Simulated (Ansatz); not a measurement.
InSn2Sb in space group R3m (No. 160; In on 3a, Sb on 3a, Sn on 3a, Sn on 3a), plane-wave PAW PBE (Ansatz code), all energies at zero smearing, with the estimated change up to a 700 eV cutoff added, with one set of potentials and settings (totals compare only within such a set). Cell of 4 atoms (1 In, 1 Sb, 2 Sn): -24130.893 eV.

```csv
element,reference phase,E (eV/atom)
In,"I4/mmm, 1 atoms in the cell",-5597.9156
Sb,"R-3m, 2 atoms in the cell",-6484.5760
Sn,"Fd-3m, 2 atoms in the cell",-6024.2887
```

Formation energy per atom, worked out: (-24130.893 − 1×(-5597.9156) − 1×(-6484.5760) − 2×(-6024.2887))/4 = 0.044 eV/atom (4 kJ per mol of atoms), at 0 K, without zero-point energy or fitted corrections.

The start of the workflow was typed in or built on a structure type; neither database checked (COD, Materials Project) lists it. Its standing as an ambient phase is unchecked. The cell was relaxed with PBE under the symmetry of its start; whether a distortion lowers the energy is not shown. The volume moved by 38 % from the start of the relaxation. The references are the lowest solids computed at this level, not always the standard phases. Scalar-relativistic: spin–orbit coupling is off unless named, which matters more the heavier the elements.

Potentials: the earlier of the program's two PAW sets.
